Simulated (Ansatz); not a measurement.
## Zone-centre phonons of BN at -9.6 GPa: input and output

Level of theory: DFT LDA, scalar-relativistic, plane waves, PAW in Ansatz 0.2.0.

Launched with:
```bash
ansatz run input.yaml --threads 1 --pin off --max-ram 2560MiB --backend cpu --events-out ev --progress --plain --runs-dir out
```

Input (bare energies are in eV):
```yaml
crystal:
  lattice:
    - [0.0, 1.8053, 1.8053]
    - [1.8053, 0.0, 1.8053]
    - [1.8053, 1.8053, 0.0]
  atoms:
    - { symbol: B, position: [0.0, 0.0, 0.0] }
    - { symbol: "N", position: [0.25, 0.25, 0.25] }
basis:
  ecutwfc: 420
kpoints:
  mp_grid: { grid: [12, 12, 12] }
hamiltonian:
  xc: lda
scf:
  occupations: { method: fixed }
output:
  eigenvalues: true
phonons:
  method: dfpt
  dielectric: true
  rigid_motions: translations
  raman: true
  eigenvectors: true
```

The end of the output:
```
--- Phonons (Γ-DFPT): 2 representative perturbations + reference, on 280 of 1728 k-points (Σ response iterations 6) ---
  k mesh reduced under 4 symmetry operations, with k and −k counted as one. Each operation leaves every solved perturbation unchanged. A smaller set is not considered because the run solves the response ...
  ASR residual: 1.689e-4 → 0.000e0 eV/Å²; symmetrization residual: 5.586e-7 eV/Å²
  ASR residual per site (eV/Å²): 1.38e-4 1.69e-4
  Γ frequencies (cm⁻¹): 0.00 0.00 0.00 1035.15 1035.15 1035.15
  ε∞ (high-frequency dielectric tensor):
        4.588998     0.000000     0.000000
       -0.000000     4.588998     0.000000
        0.000000     0.000000     4.588998
  ε⁰ (static dielectric tensor: ions relaxed, cell fixed):
        6.873821     0.000000     0.000000
       -0.000000     6.873821     0.000000
        0.000000     0.000000     6.873821
  ε⁰ − ε∞ (ionic part):
        2.284823    -0.000000     0.000000
       -0.000000     2.284823     0.000000
        0.000000     0.000000     2.284823
  softest optical mode at Γ: 1035.15 cm⁻¹; the repairs (sum rule, projections) moved no ω² at Γ by more than (1.89 cm⁻¹)²
  Born effective charges Z* (e; rows j = field, columns β = displacement):
    site 0:
         1.89003   -0.00000    0.00000
         0.00000    1.89003    0.00000
         0.00000    0.00000    1.89003
    site 1:
        -1.89003    0.00000   -0.00000
        -0.00000   -1.89003   -0.00000
        -0.00000   -0.00000   -1.89003
  Z* charge neutrality: 1.728e-6 e pre-enforcement
  k-mesh period / interband length: 30.6 Å / 1.30 Å = 23.59 at k = (0.0000, -0.5000, -0.5000), direct gap 9.307 eV — 14 or more, which is no proof of convergence
  Raman tensors (in the event stream and the table raman_tensors.tsv): an entry may err by 1.2e-3 Å², one of the second-order susceptibility by 4.5e-3 pm/V (basis, points and sum rule); their sum over the sites missed zero by 1.663e-6 Å² ...
  optical modes at Γ without the LO–TO term, one row a degenerate level:
      ω (cm⁻¹) modes IR ((D/Å)²/amu) static Raman (Å⁴/amu) depolarisation
       1035.15      3            40.5229                20.9762           0.750
  optical modes at Γ + LO–TO along q̂ = [1.0000, 0.0000, 0.0000]:
      ω (cm⁻¹) modes IR ((D/Å)²/amu) static Raman (Å⁴/amu) depolarisation
       1035.15      2            27.0153                13.9841           0.750
       1266.91      1            13.5076                14.9683           0.750
  optical modes at Γ + LO–TO along q̂ = [0.0000, 1.0000, 0.0000]:
      ω (cm⁻¹) modes IR ((D/Å)²/amu) static Raman (Å⁴/amu) depolarisation
       1035.15      2            27.0153                13.9841           0.750
       1266.91      1            13.5076                14.9683           0.750
  optical modes at Γ + LO–TO along q̂ = [0.0000, 0.0000, 1.0000]:
      ω (cm⁻¹) modes IR ((D/Å)²/amu) static Raman (Å⁴/amu) depolarisation
       1035.15      2            27.0153                13.9841           0.750
       1266.91      1            13.5076                14.9683           0.750
```

Time: 2.9 min on 1 thread of Intel(R) Xeon(R) Processor @ 2.50GHz (Skylake/Cascade Lake), on a shared host, peak memory 0.66 GiB.

The cell is the ideal cubic zincblende prototype.